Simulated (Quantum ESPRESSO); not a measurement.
Nb6TaLi, input and log of a self-consistent run

A calculation, not a measurement. The program is pw.x of Quantum ESPRESSO 7.5 (plane-wave density functional theory). The cell is made up: eight metal atoms on a face-centred cubic lattice, with elements, volume, strain and displacements drawn at random and not relaxed, so it may be unstable or far from any real phase. PseudoDojo standard norm-conserving files set the functional (PBE unless stated); there is no spin polarisation or spin-orbit coupling, the Fermi-Dirac width of 0.25 eV means electrons at about 2900 K, and the masses in the input are unused placeholders. Heavy elements are run without spin-orbit coupling, which real alloys of them have. A spin test at this wide smearing found no moment, but such smearing suppresses magnetism that the real alloy may have.

Input:

```
&control calculation='scf', pseudo_dir='./dojo.nc.sr.pbe.v0_5.standard.upf', outdir='./o', disk_io='minimal', tprnfor=.true., tstress=.true. /
&system ibrav=0, nat=8, ntyp=3, nbnd=64, ecutwfc=82.02448710, nosym=.true., tot_charge=0,
 occupations='smearing', smearing='fd', degauss=0.0183746611
/
&electrons conv_thr=1.470e-08, electron_maxstep=70, mixing_beta=0.5 /
ATOMIC_SPECIES
Li 1.0 Li.upf
Nb 1.0 Nb.upf
Ta 1.0 Ta.upf
CELL_PARAMETERS angstrom
0.0 2.0557 2.0557
0.0 4.1114 -4.1114
-8.2228 -2.0557 2.0557
ATOMIC_POSITIONS angstrom
Nb 0.0021 0.0506 0.0397
Nb -4.0896 0.0353 0.0081
Nb 0.0583 2.0545 -2.0209
Nb -4.1434 2.0602 -2.0565
Nb -6.2183 0.0015 2.0466
Nb -2.0641 2.0214 -0.0038
Ta -6.1313 2.0262 0.0097
Li -2.1157 4.0934 -2.0397
K_POINTS automatic
8 4 3 1 1 1
```

The log is shortened where brackets say so; the opening notice, blank lines, dates and the lines on written files are dropped, and the path of the files is cut. It prints rydbergs, bohrs and kilobars, and counts compression as positive stress. Its total energy is the free energy E - TS of the whole cell.

```
     Program PWSCF v.7.5
     Parallel version (MPI & OpenMP), running on       4 processor cores
     Number of MPI processes:                 4
     Threads/MPI process:                     1
     [start-up lines left out]
     bravais-lattice index     =            0
     lattice parameter (alat)  =       5.4938  a.u.
     unit-cell volume          =     937.9848 (a.u.)^3
     number of atoms/cell      =            8
     number of atomic types    =            3
     number of electrons       =        94.00
     number of Kohn-Sham states=           64
     kinetic-energy cutoff     =      82.0245  Ry
     charge density cutoff     =     328.0979  Ry
     scf convergence threshold =      1.5E-08
     mixing beta               =       0.5000
     number of iterations used =            8  plain     mixing
     Exchange-correlation= PBE
                           (   1   4   3   4   0   0   0)
     [axes and pseudopotential details left out]
   Cartesian axes
     site n.     atom                  positions (alat units)
         1        Nb     tau(   1) = (   0.0007223   0.0174051   0.0136558  )
         2        Nb     tau(   2) = (  -1.4067149   0.0121423   0.0027862  )
         3        Nb     tau(   3) = (   0.0200537   0.7066940  -0.6951365  )
         4        Nb     tau(   4) = (  -1.4252207   0.7086547  -0.7073820  )
         5        Nb     tau(   5) = (  -2.1389318   0.0005160   0.7039766  )
         6        Nb     tau(   6) = (  -0.7099962   0.6953085  -0.0013071  )
         7        Ta     tau(   7) = (  -2.1090061   0.6969596   0.0033365  )
         8        Li     tau(   8) = (  -0.7277452   1.4080220  -0.7016032  )
     number of k points=    48  Fermi-Dirac smearing, width (Ry)=  0.0184
                       cart. coord. in units 2pi/alat
        k(    1) = (  -0.0810227   0.0883883   0.0000000), wk =   0.0416667
        k(    2) = (   0.1546796   0.0883883   0.0000000), wk =   0.0416667
     [further k points left out]
     Dense  grid:    94129 G-vectors     FFT dimensions: (  32,  64,  96)
     Estimated max dynamical RAM per process >     291.67 MB
     Estimated total dynamical RAM >       1.07 GB
     Initial potential from superposition of free atoms
     starting charge      93.9806, renormalised to      94.0000
     Starting wfcs are   72 randomized atomic wfcs
     total cpu time spent up to now is        4.1 secs
     per-process dynamical memory:   225.4 Mb
     Self-consistent Calculation
     iteration #  1     ecut=    82.02 Ry     beta= 0.50
     Davidson diagonalization with overlap
     ethr =  1.00E-02,  avg # of iterations =  3.1
     total cpu time spent up to now is       12.0 secs
     total energy              =    -891.53299267 Ry
     estimated scf accuracy    <       0.96834862 Ry
     iteration #  2     ecut=    82.02 Ry     beta= 0.50
     Davidson diagonalization with overlap
     ethr =  1.03E-03,  avg # of iterations =  6.9
     total cpu time spent up to now is       21.1 secs
     total energy              =    -891.09953853 Ry
     estimated scf accuracy    <       7.75601213 Ry
     iteration #  3     ecut=    82.02 Ry     beta= 0.50
     Davidson diagonalization with overlap
     ethr =  1.03E-03,  avg # of iterations =  6.2
     total cpu time spent up to now is       30.3 secs
     total energy              =    -891.50505485 Ry
     estimated scf accuracy    <       4.77865081 Ry
     iteration #  4     ecut=    82.02 Ry     beta= 0.50
     Davidson diagonalization with overlap
     ethr =  1.03E-03,  avg # of iterations =  2.1
     total cpu time spent up to now is       37.2 secs
     total energy              =    -891.77474835 Ry
     estimated scf accuracy    <       0.94320883 Ry
     iteration #  5     ecut=    82.02 Ry     beta= 0.50
     Davidson diagonalization with overlap
     ethr =  1.00E-03,  avg # of iterations =  2.0
     total cpu time spent up to now is       43.9 secs
     total energy              =    -891.76139289 Ry
     estimated scf accuracy    <       2.16680951 Ry
     [iterations 6 to 15 left out]
     iteration # 16     ecut=    82.02 Ry     beta= 0.50
     Davidson diagonalization with overlap
     ethr =  8.54E-09,  avg # of iterations =  2.0
     total cpu time spent up to now is      122.5 secs
     total energy              =    -891.88562901 Ry
     estimated scf accuracy    <       0.00001482 Ry
     iteration # 17     ecut=    82.02 Ry     beta= 0.50
     Davidson diagonalization with overlap
     ethr =  8.54E-09,  avg # of iterations =  1.0
     total cpu time spent up to now is      128.6 secs
     total energy              =    -891.88562962 Ry
     estimated scf accuracy    <       0.00000095 Ry
     iteration # 18     ecut=    82.02 Ry     beta= 0.50
     Davidson diagonalization with overlap
     ethr =  1.01E-09,  avg # of iterations =  2.0
     total cpu time spent up to now is      135.1 secs
     total energy              =    -891.88562975 Ry
     estimated scf accuracy    <       0.00000008 Ry
     iteration # 19     ecut=    82.02 Ry     beta= 0.50
     Davidson diagonalization with overlap
     ethr =  8.92E-11,  avg # of iterations =  3.9
     total cpu time spent up to now is      142.4 secs
     total energy              =    -891.88562976 Ry
     estimated scf accuracy    <       0.00000009 Ry
     iteration # 20     ecut=    82.02 Ry     beta= 0.50
     Davidson diagonalization with overlap
     ethr =  8.92E-11,  avg # of iterations =  1.8
     total cpu time spent up to now is      148.8 secs
     End of self-consistent calculation
     [lines on levels left out]
!    total energy              =    -891.88562976 Ry
     estimated scf accuracy    <       0.00000001 Ry
     smearing contrib. (-TS)   =      -0.14538645 Ry
     internal energy E=F+TS    =    -891.74024331 Ry
     The total energy is F=E-TS. E is the sum of the following terms:
     one-electron contribution =    -176.74278639 Ry
     hartree contribution      =     135.56087057 Ry
     xc contribution           =    -189.96063285 Ry
     ewald contribution        =    -660.59769463 Ry
     convergence has been achieved in  20 iterations
     Forces acting on atoms (cartesian axes, Ry/au):
     atom    1 type  2   force =    -0.03256890   -0.03241357    0.02592370
     atom    2 type  2   force =     0.02615243   -0.02553601    0.01925597
     atom    3 type  2   force =    -0.05589057    0.01965876   -0.02826908
     atom    4 type  2   force =     0.02841889    0.01370130   -0.02045250
     atom    5 type  2   force =     0.03605100   -0.00454692    0.01057372
     atom    6 type  2   force =     0.00413984    0.01273470   -0.00326771
     atom    7 type  3   force =    -0.01971165    0.01485639   -0.00702159
     atom    8 type  1   force =     0.01340898    0.00154535    0.00325749
     Total force =     0.112636     Total SCF correction =     0.000343
     Computing stress (Cartesian axis) and pressure
          total   stress  (Ry/bohr**3)                   (kbar)     P=      103.71
   0.00077365   0.00000952  -0.00002589          113.81        1.40       -3.81
   0.00000952   0.00066356  -0.00004593            1.40       97.61       -6.76
  -0.00002589  -0.00004593   0.00067790           -3.81       -6.76       99.72
     init_run     :      3.96s CPU      4.07s WALL (       1 calls)
     electrons    :    144.46s CPU    144.74s WALL (       1 calls)
     forces       :      1.01s CPU      1.02s WALL (       1 calls)
     stress       :      3.51s CPU      3.51s WALL (       1 calls)
     [timing details left out]
     PWSCF        :   2m33.01s CPU   2m33.42s WALL
     JOB DONE.
```

In other units: free energy -12134.722 eV for the cell, pressure 10.37 GPa, largest force component 1.437 eV/Å in size. The run took 155 s of wall time with four MPI processes on a shared machine (AMD EPYC, Zen 5, virtual cores), so the time is rough. A rerun of this cell at a higher cutoff and on a denser mesh moved values by no more than 0.016 eV in energy, 0.08 GPa in stress and 0.013 eV/Å in force, and a second program with other atomic files agreed on that cell to 2 % rms in force and 0.5 GPa in pressure.